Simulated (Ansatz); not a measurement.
## Acoustic Bragg mirrors: impedance contrast

A short materials screen. An acoustic mirror alternates quarter-wave layers of high and low impedance; the larger the ratio, the fewer layers.

bcc W serves as the reference. Each row is paired with the reference. Frequency 2 GHz, 4 pairs, polycrystalline averages.

Data:

Levels of theory (Ansatz, a plane-wave PAW program): density: r²SCAN, relaxed cell; longitudinal speed: r²SCAN, elastic tensor, Hill average.

The figures follow from the printed values by these rules: Z = ρ v_l; layer = v_l/4f; ratio = larger Z over smaller Z; isolation ≈ 20 × 4 × log₁₀(ratio), up to a constant set by the substrate.

| crystal | density (g/cm³) | v_l (km/s) | impedance (MRayl) | quarter wave (nm) | impedance ratio | isolation (dB) |
|---|---|---|---|---|---|---|
| MgS (rock salt) | 2.66 | 7.67 | 20.40 | 959 | 4.970 | 56 |
| bcc W, reference | 19.20 | 5.28 | 101.38 | 660 | 1.000 | 0 |
| ZrC (rock salt) | 6.56 | 8.37 | 54.91 | 1050 | 1.846 | 21 |
| GeSi (wurtzite) | 3.93 | 6.56 | 25.78 | 820 | 3.933 | 48 |

Runs started from generated or typed cells of the structure named: MgS; bcc W; GeSi (wurtzite) (for some of its values). No claim is made that these are known or stable phases: GeSi (wurtzite). Spin–orbit coupling is left out unless named.

Worked example:

Worked for ZrC:

- Z = 6.56 × 8.37 = 54.91 MRayl
- quarter wave: 8.37 km/s/(4 × 2 GHz) = 1050 nm
- impedance ratio: larger of 54.91/101.38 and its inverse = 1.846
- isolation: 20 × 4 × log₁₀(1.846) = 21 dB

Result:

By impedance ratio (highest first): MgS (4.970 ± 0.16), GeSi (wurtzite) (3.933 ± 0.12), ZrC (1.846 ± 0.058). The ± follows from allowances picked for this note (density 1 %, longitudinal speed 3 %), carried to first order and added in quadrature, each row's own inputs moving alone; ≈ joins neighbours closer than their two ± added in quadrature.

Caveats:

Sputtered films are textured or amorphous and softer than these crystals; shear waves need a mirror of their own. Where several phases of a formula are at hand, those over 0.1 eV/atom above the lowest were not drawn (by r²SCAN where it compared them, else by the largest value; a layered or molecular lowest phase counts only with a dispersion term); other phases could lie lower still. Rows are a sample by related chemistry or structure, familiar materials first, kept where one row at least reaches a ratio of 2.5. Limits of the draw: impedance over 8 MRayl; for moduli and speeds, an anisotropy index under 2.5, no layered crystals; no unfamiliar magnets, and cubic perovskites only if shown or known to be stable. As a rule kept out of such tables: 4f compounds, open-shell compounds run without a Hubbard term, cells found unstable in the tests at hand, cells close to a higher symmetry, and runs set to a pressure or over 12 % in volume from the crystal's fullest run.
